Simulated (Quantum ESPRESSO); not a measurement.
# Li3RuTiCuAlTa: different elements on one site, starting from this cell

Computed values, not a measurement. The program is pw.x of Quantum ESPRESSO 7.5 (plane-wave density functional theory). The cell is made up: eight metal atoms on a face-centred cubic lattice, with elements, volume, strain and displacements drawn at random and not relaxed, so it may be unstable or far from any real phase. PseudoDojo standard norm-conserving files set the functional (PBE unless stated); there is no spin polarisation or spin-orbit coupling, the Fermi-Dirac width of 0.25 eV means electrons at about 2900 K, and the masses in the input are unused placeholders. The copper pseudopotential is less sure than most, with forces differing by about three percent and pressure by about two GPa from a second method on plain copper. Heavy elements are run without spin-orbit coupling, which real alloys of them have. A spin test at this wide smearing found no moment, but such smearing suppresses magnetism that the real alloy may have.

The runs put different elements on site 8. Cell, positions, cutoff, mesh and smearing stay as in the input of run 1; sites are counted in its order. Stress in the tables is positive in tension.

Input of run 1:

```
&control calculation='scf', pseudo_dir='./dojo.nc.sr.pbe.v0_5.standard.upf', outdir='./o', disk_io='minimal', tprnfor=.true., tstress=.true. /
&system ibrav=0, nat=8, ntyp=6, nbnd=48, ecutwfc=92.02030273, nosym=.true., tot_charge=0,
 occupations='smearing', smearing='fd', degauss=0.0183746611
/
&electrons conv_thr=1.470e-08, electron_maxstep=70, mixing_beta=0.5 /
ATOMIC_SPECIES
Al 1.0 Al.upf
Cu 1.0 Cu.upf
Li 1.0 Li.upf
Ru 1.0 Ru.upf
Ta 1.0 Ta.upf
Ti 1.0 Ti.upf
CELL_PARAMETERS angstrom
2.0481 4.0962 2.0481
2.0481 -4.0962 2.0481
2.0481 0.0 -6.1442
ATOMIC_POSITIONS angstrom
Li -0.0794 -0.0514 -0.1816
Ru 2.0097 -2.0285 -0.1183
Ti 2.0882 -0.0958 -2.0003
Cu 4.1935 -2.0851 -1.9822
Al 1.9738 0.0953 2.0816
Li 2.013 2.0492 0.0905
Li 4.0101 -0.0685 -0.1088
Ta 4.1863 1.9546 -2.0747
K_POINTS automatic
5 5 4 1 1 1
```

```
run  elements on sites 1 to 8  -TS (eV)  pressure (GPa)  stress xx (GPa)  stress yy (GPa)  stress zz (GPa)  stress yz (GPa)  stress xz (GPa)  stress xy (GPa)  iterations
  1   Li Ru Ti Cu Al Li Li Ta    -1.413           -9.44             9.34             9.03             9.96            -0.94            -1.60             0.67          16
  2   Li Ru Ti Cu Al Li Li Rh    -1.262          -12.82            10.63            16.01            11.81            -0.33            -0.68             1.00          16
  3   Li Ru Ti Cu Al Li Li In    -1.127           -5.92             4.86             8.27             4.64            -3.08            -1.29            -1.27          17
  4   Li Ru Ti Cu Al Li Li Pt    -1.165          -12.42            10.06            16.12            11.08            -0.67            -0.61             0.74          16
  5   Li Ru Ti Cu Al Li Li Ru    -1.360          -13.33            11.48            15.76            12.76             0.24            -0.92             1.55          17
```

Forces Fx Fy Fz (eV/Å):

```
site              run 1              run 2              run 3              run 4              run 5
   1    0.24 -0.15 0.48    -0.08 0.10 0.73    0.21 -0.05 0.45    -0.08 0.12 0.73    -0.07 0.07 0.75
   2   -0.42 -0.06 0.70    -0.08 0.21 0.07    0.30 0.16 -0.18   -0.01 0.27 -0.01    -0.27 0.13 0.32
   3    0.02 0.01 -0.49   0.23 -0.21 -0.62   -0.48 -0.22 0.01   0.19 -0.25 -0.57   0.35 -0.14 -0.77
   4   -0.51 -0.05 0.22   -0.53 -0.06 0.23   -0.59 -0.05 0.15   -0.56 -0.06 0.21   -0.51 -0.06 0.24
   5   0.19 -0.55 -0.73   0.09 -0.30 -0.31   0.46 -0.51 -1.11   0.13 -0.33 -0.39   0.02 -0.32 -0.24
   6  -0.32 -0.07 -0.21  -0.15 -0.08 -0.34  -0.23 -0.07 -0.25  -0.10 -0.08 -0.39  -0.17 -0.08 -0.33
   7    0.24 -0.08 0.68     0.52 0.05 0.36     0.26 0.00 0.65     0.52 0.07 0.35     0.53 0.03 0.36
   8    0.55 0.96 -0.65    0.00 0.28 -0.12     0.06 0.73 0.28    -0.11 0.26 0.07    0.13 0.38 -0.33
```

Energies are left out, as each element's file has its own zero. A rerun of one cell of this series at a higher cutoff and on a denser mesh moved values by no more than 0.004 eV in energy, 0.02 GPa in stress and 0.005 eV/Å in force, and a second program with other atomic files agreed on that cell to 2 % rms in force and 0.5 GPa in pressure.